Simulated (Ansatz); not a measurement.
YMgAg in space group P-62m (No. 189; Y on 3g, Ag on 2c, Ag on 1b, Mg on 3f) under volume change, the program Ansatz at the r²SCAN level (PAW), shape and atoms relaxed at each volume.

| V (Å³/atom) | E − E(relaxed) (meV/atom) | P (GPa) |
|---|---|---|
| 21.366 | 43.2 | 7.09 |
| 22.070 | 18.2 | 4.35 |
| 22.775 | 4.3 | 2.01 |
| 23.479 | 0.0 | 0.00 |
| 24.183 | 3.9 | -1.72 |
| 24.888 | 14.7 | -3.19 |
| 25.592 | 31.6 | -4.45 |

**Question.** What does a third-order Birch–Murnaghan fit give for V₀, B₀ and B′?

**Answer.** V₀ = 23.48 Å³/atom, B₀ = 61.8 GPa, B′ = 4.1.

The workflow started from an entry of the Crystallography Open Database (COD). Whether it is the stable phase at ambient conditions was not checked. Symmetry was held in the r²SCAN relaxation; its stability against distortions is not shown here. The run is not spin-polarised.

Potentials: the later of the program's two PAW sets.
